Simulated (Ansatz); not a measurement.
## TaN (Fm-3m), a vibration from a frozen displacement

Computed with DFT PBEsol, scalar-relativistic, plane waves, PAW (Ansatz). Settings: plane waves to 420 eV, k-mesh 18×18×18 (Γ-centred), Gaussian smearing 0.15 eV. Spin–orbit coupling is left out, which matters for the heavy elements here. No spin polarisation. Energies are free energies at this smearing, counted from the undisturbed cell; pressure is positive in compression.

The undisturbed cell (as given, not relaxed at this level; it stands at 4.4 GPa; this rock-salt form isn't the usual structure):

```yaml
crystal:
  lattice:
    - [0.00000, 2.17900, 2.17900]
    - [2.17900, 0.00000, 2.17900]
    - [2.17900, 2.17900, 0.00000]
  atoms:
    - { symbol: Ta, position: [0.50000, 0.50000, 0.50000] }
    - { symbol: N, position: [0.00000, 0.00000, 0.00000] }
```

Every Ta atom is moved by x along the Cartesian unit vector (0.000, 0.000, 1.000); the cell and all other atoms stay fixed. The cell's volume is 20.69 Å³; the moved atoms weigh 180.948 u together and the others 14.007 u. Some rows repeat others by symmetry and weren't run.

```
  x (Å)  ΔE (meV/cell) total force on the moved atoms along the move (eV/Å) pressure (GPa)
-0.1000          45.28                                                0.9441          6.2714
-0.0875          34.32                                                0.8107          5.8416
-0.0750          24.98                                                0.6832          5.4703
-0.0625          17.21                                                0.5607          5.1567
-0.0500          10.95                                                0.4428          4.9006
-0.0375           6.13                                                0.3288          4.7015
-0.0250           2.71                                                0.2177          4.5594
-0.0125           0.68                                                0.1084          4.4742
 0.0000           0.00                                                0.0000          4.4458
 0.0125           0.68                                               -0.1084          4.4742
 0.0250           2.71                                               -0.2177          4.5594
 0.0375           6.13                                               -0.3288          4.7015
 0.0500          10.95                                               -0.4428          4.9006
 0.0625          17.21                                               -0.5607          5.1567
 0.0750          24.98                                               -0.6832          5.4703
 0.0875          34.32                                               -0.8107          5.8416
 0.1000          45.28                                               -0.9441          6.2714
```

What frequency belongs to this motion?

The force constant is k = −dF/dx = 8.672 eV/Å², from the parabola through x = -0.0125, 0 and 0.0125. In every cell the moved atoms swing against the rest, so the mass is μ = m₁m₂/(m₁ + m₂) = 13.001 u, and ν̃ = 521.5 cm⁻¹ × √(|k|/μ) = 426 cm⁻¹, at this cell's pressure of 4.4 GPa. To first order in x, and within 1 %, the force on every atom lies along the move and, within each of the two groups, in proportion to the atom's mass, so this is itself a mode at the zone centre of this cell.

How far does the harmonic law reach?

At x = -0.100 Å, kx²/2 = 43.36 meV against the computed 45.28 meV (+4.4 %): the well is still close to harmonic there.

The pressure changes with x². What does that say about the frequency under compression?

With E = k(V)x²/2, k ∝ V^(−2γ) and x scaling with the cell as V^(1/3), P − P0 = −∂E/∂V = (2γ − 2/3) ΔE/V. At x = 0.0250 Å, V(P − P0) = 20.69 × 0.11359 / 160.2 eV = 14.67 meV and ΔE = 2.71 meV, so γ = 1/3 + V(P − P0)/(2ΔE) = 3.04. This is the Grüneisen parameter of the motion under uniform scaling of the cell: shrinking the cell evenly by 1 % in volume raises the frequency by about 3.04 %.

In a metal these slopes depend on the k mesh and the smearing.